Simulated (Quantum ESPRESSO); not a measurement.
W3Zr2InAl2, input and log of a self-consistent run

Simulated, not a measurement. The program is pw.x of Quantum ESPRESSO 7.5 (plane-wave density functional theory). The cell is made up: eight metal atoms on a face-centred cubic lattice, with elements, volume, strain and displacements drawn at random and not relaxed, so it may be unstable or far from any real phase. PseudoDojo standard norm-conserving files set the functional (PBE unless stated); there is no spin polarisation or spin-orbit coupling, the Fermi-Dirac width of 0.25 eV means electrons at about 2900 K, and the masses in the input are unused placeholders. Heavy elements are run without spin-orbit coupling, which real alloys of them have. A spin test at this wide smearing found no moment, but such smearing suppresses magnetism that the real alloy may have.

Input:

```
&control calculation='scf', pseudo_dir='./dojo.nc.sr.pbe.v0_5.standard.upf', outdir='./o', disk_io='minimal', tprnfor=.true., tstress=.true. /
&system ibrav=0, nat=8, ntyp=4, nbnd=57, ecutwfc=74.01313486, nosym=.true., tot_charge=0,
 occupations='smearing', smearing='fd', degauss=0.0183746611
/
&electrons conv_thr=1.470e-08, electron_maxstep=70, mixing_beta=0.5 /
ATOMIC_SPECIES
Al 1.0 Al.upf
In 1.0 In.upf
W 1.0 W.upf
Zr 1.0 Zr.upf
CELL_PARAMETERS angstrom
2.084 4.2291 2.0557
2.0785 -4.2623 2.1276
4.3174 0.0387 -4.3382
ATOMIC_POSITIONS angstrom
W 0.0072 -0.0031 0.0326
Zr 2.2188 0.0155 -2.1339
In 2.032 -2.1532 -0.006
Zr 4.2852 -2.1082 -2.1603
Al 2.1515 2.1082 -0.0507
Al 4.2521 2.1008 -2.2411
W 2.0695 0.0085 2.1493
W 4.2661 0.0019 -0.074
K_POINTS automatic
5 5 4 1 1 1
```

The log is shortened where brackets say so; the opening notice, blank lines, dates and the lines on written files are dropped, and the path of the files is cut. It prints rydbergs, bohrs and kilobars, and counts compression as positive stress. Its total energy is the free energy E - TS of the whole cell.

```
     Program PWSCF v.7.5
     Parallel version (MPI & OpenMP), running on       4 processor cores
     Number of MPI processes:                 4
     Threads/MPI process:                     1
     [start-up lines left out]
     bravais-lattice index     =            0
     lattice parameter (alat)  =       9.7196  a.u.
     unit-cell volume          =    1034.7783 (a.u.)^3
     number of atoms/cell      =            8
     number of atomic types    =            4
     number of electrons       =        85.00
     number of Kohn-Sham states=           57
     kinetic-energy cutoff     =      74.0131  Ry
     charge density cutoff     =     296.0525  Ry
     scf convergence threshold =      1.5E-08
     mixing beta               =       0.5000
     number of iterations used =            8  plain     mixing
     Exchange-correlation= PBE
                           (   1   4   3   4   0   0   0)
     [axes and pseudopotential details left out]
   Cartesian axes
     site n.     atom                  positions (alat units)
         1        W      tau(   1) = (   0.0013999  -0.0006027   0.0063383  )
         2        Zr     tau(   2) = (   0.4313904   0.0030136  -0.4148837  )
         3        In     tau(   3) = (   0.3950718  -0.4186361  -0.0011666  )
         4        Zr     tau(   4) = (   0.8331504  -0.4098870  -0.4200165  )
         5        Al     tau(   5) = (   0.4183056   0.4098870  -0.0098574  )
         6        Al     tau(   6) = (   0.8267149   0.4084482  -0.4357261  )
         7        W      tau(   7) = (   0.4023627   0.0016526   0.4178778  )
         8        W      tau(   8) = (   0.8294369   0.0003694  -0.0143875  )
     number of k points=    50  Fermi-Dirac smearing, width (Ry)=  0.0184
                       cart. coord. in units 2pi/alat
        k(    1) = (   0.1980169   0.0002855   0.0488700), wk =   0.0400000
        k(    2) = (   0.3469448  -0.0010658  -0.0993281), wk =   0.0400000
     [further k points left out]
     Dense  grid:    89011 G-vectors     FFT dimensions: (  54,  54,  64)
     Estimated max dynamical RAM per process >     277.77 MB
     Estimated total dynamical RAM >       1.02 GB
     Initial potential from superposition of free atoms
     starting charge      84.9850, renormalised to      85.0000
     Starting wfcs are   67 randomized atomic wfcs
     total cpu time spent up to now is        4.2 secs
     per-process dynamical memory:   211.7 Mb
     Self-consistent Calculation
     iteration #  1     ecut=    74.01 Ry     beta= 0.50
     Davidson diagonalization with overlap
     ethr =  1.00E-02,  avg # of iterations =  2.4
     Threshold (ethr) on eigenvalues was too large:
     Diagonalizing with lowered threshold
     Davidson diagonalization with overlap
     ethr =  7.63E-04,  avg # of iterations =  2.1
     total cpu time spent up to now is       21.0 secs
     total energy              =    -799.35564076 Ry
     estimated scf accuracy    <       0.67436707 Ry
     iteration #  2     ecut=    74.01 Ry     beta= 0.50
     Davidson diagonalization with overlap
     ethr =  7.93E-04,  avg # of iterations =  5.9
     total cpu time spent up to now is       32.3 secs
     total energy              =    -799.15239707 Ry
     estimated scf accuracy    <       4.90188055 Ry
     iteration #  3     ecut=    74.01 Ry     beta= 0.50
     Davidson diagonalization with overlap
     ethr =  7.93E-04,  avg # of iterations =  3.0
     total cpu time spent up to now is       42.4 secs
     total energy              =    -799.57981859 Ry
     estimated scf accuracy    <       0.82914329 Ry
     iteration #  4     ecut=    74.01 Ry     beta= 0.50
     Davidson diagonalization with overlap
     ethr =  7.93E-04,  avg # of iterations =  1.9
     total cpu time spent up to now is       50.3 secs
     total energy              =    -799.65335069 Ry
     estimated scf accuracy    <       0.07629605 Ry
     iteration #  5     ecut=    74.01 Ry     beta= 0.50
     Davidson diagonalization with overlap
     ethr =  8.98E-05,  avg # of iterations =  7.6
     total cpu time spent up to now is       62.4 secs
     total energy              =    -799.65856047 Ry
     estimated scf accuracy    <       0.09954830 Ry
     [iterations 6 to 10 left out]
     iteration # 11     ecut=    74.01 Ry     beta= 0.50
     Davidson diagonalization with overlap
     ethr =  3.09E-08,  avg # of iterations =  2.9
     total cpu time spent up to now is      118.8 secs
     total energy              =    -799.67154947 Ry
     estimated scf accuracy    <       0.00000214 Ry
     iteration # 12     ecut=    74.01 Ry     beta= 0.50
     Davidson diagonalization with overlap
     ethr =  2.52E-09,  avg # of iterations =  5.2
     total cpu time spent up to now is      130.3 secs
     total energy              =    -799.67155021 Ry
     estimated scf accuracy    <       0.00000074 Ry
     iteration # 13     ecut=    74.01 Ry     beta= 0.50
     Davidson diagonalization with overlap
     ethr =  8.71E-10,  avg # of iterations =  2.0
     total cpu time spent up to now is      138.4 secs
     total energy              =    -799.67155030 Ry
     estimated scf accuracy    <       0.00000003 Ry
     iteration # 14     ecut=    74.01 Ry     beta= 0.50
     Davidson diagonalization with overlap
     ethr =  3.25E-11,  avg # of iterations =  5.2
     total cpu time spent up to now is      149.6 secs
     total energy              =    -799.67155031 Ry
     estimated scf accuracy    <       0.00000002 Ry
     iteration # 15     ecut=    74.01 Ry     beta= 0.50
     Davidson diagonalization with overlap
     ethr =  2.04E-11,  avg # of iterations =  2.0
     total cpu time spent up to now is      157.8 secs
     End of self-consistent calculation
     [lines on levels left out]
!    total energy              =    -799.67155030 Ry
     estimated scf accuracy    <          6.6E-09 Ry
     smearing contrib. (-TS)   =      -0.10675882 Ry
     internal energy E=F+TS    =    -799.56479148 Ry
     The total energy is F=E-TS. E is the sum of the following terms:
     one-electron contribution =    -202.88442669 Ry
     hartree contribution      =     141.98941699 Ry
     xc contribution           =    -183.62838955 Ry
     ewald contribution        =    -555.04139223 Ry
     convergence has been achieved in  15 iterations
     Forces acting on atoms (cartesian axes, Ry/au):
     atom    1 type  3   force =    -0.00509368    0.00303516   -0.00225264
     atom    2 type  4   force =    -0.02264834   -0.00242123   -0.00183185
     atom    3 type  2   force =     0.01939418    0.00826912    0.01344693
     atom    4 type  4   force =     0.01247689   -0.00116075   -0.02012307
     atom    5 type  1   force =    -0.02361801    0.00573963    0.01224095
     atom    6 type  1   force =     0.03027535    0.01260837   -0.00564463
     atom    7 type  3   force =    -0.01062736   -0.01861657    0.00127793
     atom    8 type  3   force =    -0.00015903   -0.00745374    0.00288637
     Total force =     0.064209     Total SCF correction =     0.000274
     Computing stress (Cartesian axis) and pressure
          total   stress  (Ry/bohr**3)                   (kbar)     P=      -70.94
  -0.00056453  -0.00000108   0.00011644          -83.04       -0.16       17.13
  -0.00000108  -0.00031272   0.00005099           -0.16      -46.00        7.50
   0.00011644   0.00005099  -0.00056955           17.13        7.50      -83.78
     init_run     :      3.96s CPU      4.14s WALL (       1 calls)
     electrons    :    150.50s CPU    153.61s WALL (       1 calls)
     forces       :      1.70s CPU      1.71s WALL (       1 calls)
     stress       :      5.88s CPU      5.89s WALL (       1 calls)
     [timing details left out]
     PWSCF        :   2m42.16s CPU   2m45.50s WALL
     JOB DONE.
```

In other units: free energy -10880.086 eV for the cell, pressure -7.09 GPa, largest force component 0.778 eV/Å in size. The run took 167 s of wall time with four MPI processes on a shared machine (Intel Xeon, 2023 or later, virtual cores), so the time is rough. A rerun of this cell at a higher cutoff and on a denser mesh moved values by no more than 0.010 eV in energy, 0.07 GPa in stress and 0.006 eV/Å in force, and a second program with other atomic files agreed on that cell to 2 % rms in force and 0.5 GPa in pressure.